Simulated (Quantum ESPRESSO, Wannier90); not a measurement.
Tight-binding from DFT: ZnTe (zinc blende)

```
begin unit_cell_cart
ang
    0.0000000000    3.0556150000    3.0556150000
    3.0556150000    0.0000000000    3.0556150000
    3.0556150000    3.0556150000    0.0000000000
end unit_cell_cart
begin atoms_frac
Zn   0.5000000000  0.5000000000  0.5000000000
Te  -0.2500000000 -0.2500000000 -0.2500000000
end atoms_frac
```

Structure: Materials Project mp-2176, symmetrised, not relaxed again. COD (Crystallography Open Database) has the formula in 3 space groups, this one among them (matched by group alone). Computed values, not measurements, from PBEsol: Quantum ESPRESSO (norm-conserving PseudoDojo potentials, cutoff 68 Ry, no spin polarisation, no spin-orbit coupling) on a Γ-centred 10×10×10 mesh, then Wannier90. Density: 10×10×10 mesh, cold smearing 0.01 Ry. Spin-orbit coupling is left out although heavy elements are present.

A tight-binding model is made by disentanglement and projection with no localisation steps (num_iter = 0), so the 8 orbitals stay atom-like: hydrogen-like Zn: s;p; Te: s;p, axes along x, y, z; frozen window up to 2.63 eV relative to the valence-band maximum. It follows pw.x to 2.4 meV rms for states up to 2.1 eV relative to the valence-band maximum. Matrix elements depend on this choice of orbitals and windows. Bands 11–15 (Zn 3d 97 %) lie between the kept ones and are excluded.

Which pairs of orbitals on different sites are coupled most strongly? Give distance, modulus and how many such pairs a cell has.


```
orbital  orbital  distance of the centres (Å)  modulus (eV)  pairs
-------  -------  ---------------------------  ------------  -----
Te s        Zn s                         2.65          1.36      4
Te s       Zn pz                         2.65          1.27      4
Te s       Zn py                         2.65          1.27      4
Te s       Zn px                         2.65          1.27      4
Te py      Zn pz                         2.65          1.23      4
Te px      Zn pz                         2.65          1.23      4
Te px      Zn py                         2.65          1.23      4
Te pz      Zn px                         2.65          1.23      4
Te py      Zn px                         2.65          1.23      4
Te pz      Zn py                         2.65          1.23      4
Te px       Zn s                         2.65          1.16      4
Te py       Zn s                         2.65          1.16      4
Te pz       Zn s                         2.65          1.16      4
Zn px      Zn px                         4.32          0.40      2
Zn py      Zn py                         4.32          0.40      2
Zn pz      Zn pz                         4.32          0.40      2
Te pz      Te pz                         4.32          0.23      2
Te px      Te px                         4.32          0.23      2
Te py      Te py                         4.32          0.23      2
Zn pz      Zn pz                         4.32          0.18      4
Zn py      Zn py                         4.32          0.18      4
Zn px      Zn px                         4.32          0.18      4
Te pz      Zn pz                         2.65          0.11      4
Te py      Zn py                         2.65          0.11      4
Te px      Zn px                         2.65          0.11      4
Zn px      Zn pz                         4.32          0.11      8
Zn px      Zn py                         4.32          0.11      8
Zn py      Zn pz                         4.32          0.11      8
Te px       Te s                         4.32          0.11      4
Te pz       Te s                         4.32          0.11      4
```
